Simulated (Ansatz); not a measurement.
The following input was run with Ansatz 0.2.0.

```yaml
crystal:
  lattice:
    - [5.5557316929, 0.0, 0.0]
    - [0.0, 5.5557316929, 0.0]
    - [0.0, 0.0, 25.6506433317]
  atoms:
    - { symbol: Pt, position: [0.25, 0.25, 0.3118830158] }
    - { symbol: Pt, position: [0.25, 0.75, 0.3118830158] }
    - { symbol: Pt, position: [0.75, 0.25, 0.3118830158] }
    - { symbol: Pt, position: [0.75, 0.75, 0.3118830158] }
    - { symbol: Pt, position: [0.5, 0.5, 0.3884599559] }
    - { symbol: Pt, position: [0.5, 0.0, 0.3884599559] }
    - { symbol: Pt, position: [0.0, 0.5, 0.3884599559] }
    - { symbol: Pt, position: [0.0, 0.0, 0.3884599559] }
    - { symbol: Pt, position: [0.75, 0.75, 0.4640444623] }
    - { symbol: Pt, position: [0.75, 0.25, 0.4640444623] }
    - { symbol: Pt, position: [0.25, 0.75, 0.4640444623] }
    - { symbol: Pt, position: [0.25, 0.25, 0.4640444623] }
    - { symbol: Pt, position: [0.0, 0.0, 0.5387892464] }
    - { symbol: Pt, position: [0.0, 0.5, 0.5387892464] }
    - { symbol: Pt, position: [0.5, 0.0, 0.5387892464] }
    - { symbol: Pt, position: [0.5, 0.5, 0.5387892464] }
    - { symbol: B, position: [0.0371220571, 0.0021514729, 0.6850584822] }
    - { symbol: H, position: [0.0, 0.0, 0.639371519] }
    - { symbol: H, position: [0.0105534812, -0.1823692038, 0.7079039132] }
    - { symbol: H, position: [-0.0105534812, 0.1823692038, 0.7079039132] }
basis:
  ecutwfc: 420
kpoints:
  mp_grid: { grid: [4, 4, 1] }
hamiltonian:
  xc: pbe
  dispersion: d3bj
scf:
  occupations: { method: gaussian, width: 0.1 }
output:
  forces: true
  eigenvalues: true
relax:
  adjacent_minimum: "off"
  f_tol: 0.04
  max_steps: 100
  constraints: [{ sites: [0, 1, 2, 3, 4, 5, 6, 7] }]
efield:
  axis: 3
  dipole_correction: true
  ramp_width: 0.04
```

Launched with
```bash
ansatz run input.yaml --threads 4 --pin off --max-ram 10240MiB --backend cpu --events-out ev --progress --plain --runs-dir out
```

Level of theory: DFT PBE+D3(BJ), scalar-relativistic, plane waves, PAW in Ansatz.

From the run's log, abridged (final results; tables in files aren't shown):

```
SCF converged after 8 iterations
Free energy (F): -200574.797650 eV
Harris-Foulkes:  -200574.797650 eV  (|F-HF|=3.61e-8)
Internal energy: -200574.647586 eV  (E = F + TS)
E sigma→0 (E₀):  -200574.722618 eV
Entropy (-TS):   -0.150064 eV (-7.503 meV/atom)
Fermi energy:    3.253503 eV
Dipole field:    D = -0.013198 V/Å  (p = -0.057747 e·Å, saw-weighted, corrected)
Work function:   Φ+ = 5.9726 eV   Φ− = 5.6341 eV
Levels:          The Fermi level and band energies are counted from a zero that moves with the ramp; work functions are not
--- Per-component energies (eV) ---
  E_band       = -7762.352867
  E_kinetic    = 10279.779076
  E_local      = -539096.524700  (includes V_loc(G=0)·N_el)
  E_nonlocal   = 3218.421251
  E_hartree    = 263685.640366
  E_xc         = -4237.398777
  E_vxc        = -4903.943090  (∫ρ·V_xc dr)
  E_paw        = -151345.689118  (= ΣΔE_a)
  E_vpaw       = -4623.434475  (= ΣTr[D̂ρ^β])
  E_aug_tail   = -0.000423  (compensation charges beyond the density's cutoff)
  E_efield     = 0.000381  (sawtooth field / dipole correction)
  E_vefield    = -7.912104  (∫n·V_field dr)
  E_ewald      = 216930.338949
  E_disp       = -9.214592  (pairwise vdW)
  E_smearing   = -0.150064  (= −TS)
--- Forces (eV/Å), atoms counted from 1 ---
  atom   1  Pt    -0.00013568     0.04462720     0.32590804
  atom   2  Pt    -0.00012752    -0.04457784     0.32579277
  atom   3  Pt    -0.00011836    -0.02600864     0.35906653
  atom   4  Pt    -0.00008502     0.02611342     0.35900105
  atom   5  Pt     0.02232369    -0.00008077    -0.54041215
  atom   6  Pt     0.01151806    -0.00012592    -0.14139140
  atom   7  Pt    -0.02108681    -0.00014457    -0.54059291
  atom   8  Pt    -0.00987679    -0.00012682    -0.14154236
  atom   9  Pt    -0.00057764     0.00106544    -0.00124648
  atom  10  Pt    -0.00051787    -0.00085158    -0.00137296
  atom  11  Pt     0.00039573    -0.00183681    -0.00431539
  atom  12  Pt     0.00039392     0.00171196    -0.00439021
  atom  13  Pt     0.00049690    -0.00008242     0.00627561
  atom  14  Pt     0.00285429     0.00008704    -0.00132328
  atom  15  Pt    -0.00135657    -0.00006797     0.00610065
  atom  16  Pt    -0.00430124     0.00009196    -0.00173567
  atom  17  B      0.00025820     0.00017214     0.00151758
  atom  18  H      0.00054309     0.00012512    -0.00395812
  atom  19  H     -0.00010336     0.00321374    -0.00074607
  atom  20  H     -0.00050027    -0.00330368    -0.00061259
--- Band table (eV; the first three rows and the last of 10) ---
  k-point 0: bands = ["-95.2823", "-95.2705", "-95.2215", "-95.2106", "-95.1720", "-95.1612", "-95.1298", "-95.1196", "-94.9728", "-94.9612", "-94.6071", "-94.5963", "-94.5761", "-94.5653", "-94.5507", "-94.5399", "-49.6748", "-49.6546", "-49.6302", "-49.6293", "-49.6007", "-49.5968", "-49.5479", "-49.4899", "-49.4851", "-49.4722", "-49.4585", "-49.4509", "-49.4436", "-49.4191", "-49.3866", "-49.3822", "-49.3663", "-49.3405", "-49.3182", "-49.2797", "-49.2709", "-49.2697", "-49.2451", "-49.2314", "-49.1976", "-49.1968", "-49.1406", "-49.1319", "-49.1253", "-49.1250", "-48.9961", "-48.9752", "-48.9604", "-48.9464", "-48.9448", "-48.8345", "-48.8200", "-48.7712", "-48.7459", "-48.7288", "-48.7 ...
  k-point 1: bands = ["-95.2821", "-95.2703", "-95.2200", "-95.2122", "-95.1721", "-95.1613", "-95.1284", "-95.1210", "-94.9727", "-94.9612", "-94.6071", "-94.5963", "-94.5745", "-94.5669", "-94.5491", "-94.5415", "-49.6626", "-49.6467", "-49.6210", "-49.6067", "-49.5816", "-49.5807", "-49.5384", "-49.4987", "-49.4891", "-49.4810", "-49.4541", "-49.4405", "-49.4311", "-49.4121", "-49.4106", "-49.3761", "-49.3641", "-49.3518", "-49.3147", "-49.2997", "-49.2965", "-49.2819", "-49.2500", "-49.2263", "-49.2257", "-49.1980", "-49.1378", "-49.1252", "-49.1155", "-49.1047", "-48.9952", "-48.9576", "-48.9468", "-48.9428", "-48.9135", "-48.8570", "-48.8426", "-48.7804", "-48.7712", "-48.7498", "-48.7 ...
  k-point 2: bands = ["-95.2819", "-95.2702", "-95.2162", "-95.2161", "-95.1721", "-95.1614", "-95.1257", "-95.1237", "-94.9727", "-94.9611", "-94.6072", "-94.5964", "-94.5707", "-94.5707", "-94.5453", "-94.5453", "-49.6500", "-49.6384", "-49.6073", "-49.5874", "-49.5759", "-49.5434", "-49.5292", "-49.5097", "-49.4763", "-49.4709", "-49.4600", "-49.4597", "-49.4267", "-49.4014", "-49.3992", "-49.3821", "-49.3622", "-49.3555", "-49.3472", "-49.3366", "-49.2987", "-49.2851", "-49.2643", "-49.2527", "-49.2219", "-49.1985", "-49.1359", "-49.1251", "-49.0944", "-49.0799", "-48.9944", "-48.9518", "-48.9517", "-48.8838", "-48.8696", "-48.8631", "-48.8619", "-48.8327", "-48.8322", "-48.7713", "-48.7 ...
  k-point 9: bands = ["-95.2762", "-95.2759", "-95.2158", "-95.2157", "-95.1676", "-95.1663", "-95.1260", "-95.1239", "-94.9686", "-94.9653", "-94.6025", "-94.6010", "-94.5695", "-94.5695", "-94.5465", "-94.5465", "-49.6227", "-49.6105", "-49.5670", "-49.5407", "-49.5279", "-49.5186", "-49.5128", "-49.5000", "-49.4762", "-49.4564", "-49.4498", "-49.4332", "-49.4219", "-49.4029", "-49.3952", "-49.3900", "-49.3787", "-49.3661", "-49.3550", "-49.3461", "-49.3240", "-49.3230", "-49.3163", "-49.2916", "-49.2689", "-49.2497", "-49.1380", "-49.1241", "-49.0898", "-49.0836", "-48.8968", "-48.8769", "-48.8751", "-48.8738", "-48.8607", "-48.8590", "-48.8488", "-48.8485", "-48.8349", "-48.8343", "-48.8 ...
--- Relaxed structure (23 steps of the walk, 23 accepted, 0 SCFs on fresh bases) ---
  F+E_penalty+E_count = -200574.79765036 eV   max|allowed force component| = 6.276e-3 eV/Å
  atoms:
    - { symbol: Pt, position: [0.24999999, 0.24999999, 0.31188301] }
    - { symbol: Pt, position: [0.24999999, 0.75, 0.31188301] }
    - { symbol: Pt, position: [0.75, 0.24999999, 0.31188301] }
    - { symbol: Pt, position: [0.75, 0.75, 0.31188301] }
    - { symbol: Pt, position: [0.49999999, 0.49999999, 0.38845995] }
    - { symbol: Pt, position: [0.49999999, 0.0, 0.38845995] }
    - { symbol: Pt, position: [0.0, 0.49999999, 0.38845995] }
    - { symbol: Pt, position: [0.0, 0.0, 0.38845995] }
    - { symbol: Pt, position: [0.75005236, 0.75202814, 0.46457247] }
    - { symbol: Pt, position: [0.75005139, 0.24794223, 0.46457331] }
    - { symbol: Pt, position: [0.25004739, 0.75267965, 0.46418156] }
    - { symbol: Pt, position: [0.25004636, 0.24730537, 0.46418149] }
    - { symbol: Pt, position: [-0.00509333, -2.25321277e-5, 0.54489183] }
    - { symbol: Pt, position: [0.00257919, 0.49997980, 0.53823158] }
    - { symbol: Pt, position: [0.50528466, -1.75524810e-5, 0.54489896] }
    - { symbol: Pt, position: [0.49760170, 0.49997988, 0.53823236] }
    - { symbol: B, position: [-0.24989254, -0.00013239, 0.61024671] }
    - { symbol: H, position: [0.25006170, -7.01300117e-5, 0.58559850] }
    - { symbol: H, position: [-0.24992853, -0.19056478, 0.63323670] }
    - { symbol: H, position: [-0.24978058, 0.19026560, 0.63325053] }
```

The relaxation met its thresholds.

It took 22 min on 4 threads of AMD EPYC 7R43 64-Core Processor (Zen 3), on a shared host, peak memory 3.2 GiB.

Spin–orbit coupling is left out, which can shift energies with elements as heavy as these.